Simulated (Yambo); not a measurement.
G0W0@LDA for KHF₂ (space group I4/mcm, No. 140) in Yambo. Reference settings: 4×4×4 Γ-centred k mesh, 118 bands and a 6 Ry block in the screening, 118 bands in G with the Bruneval-Gonze terminator, plasmon pole fitted at 27.2 eV. The LDA gap Z → Γ on this mesh is 6.91 eV; G0W0 gaps are taken between the same points.

```tsv
change from the reference	G0W0 gap Z → Γ (eV)	shift of the valence edge (eV)
reference settings	11.60	-2.93
71 bands in W, 71 bands in G, 5 Ry block	11.81	-2.92
38 bands in W, 38 bands in G, 3 Ry block	13.58	-3.95
38 bands in W, 38 bands in G, 4 Ry block	13.29	-3.62
71 bands in W, 71 bands in G, 3 Ry block	12.14	-3.34
2 Ry block	12.32	-3.80
38 bands in W, 38 bands in G, 5 Ry block	13.18	-3.50
94 bands in W, 94 bands in G, 3 Ry block	…	-3.33
```

**Question.** Estimate the withheld gaps from the other rows; the computed values follow.

**Answer.** 
- 94 bands in W, 94 bands in G, 3 Ry block, G0W0 gap Z → Γ (eV): 11.98

The reference isn't shown to be the converged limit.

Geometry of the Materials Project entry, not relaxed at this level; primitive cell a = b = c = 5.1880 Å, α = β = 114.69°, γ = 99.48°.

A shift is the quasiparticle energy of the state minus its LDA energy.
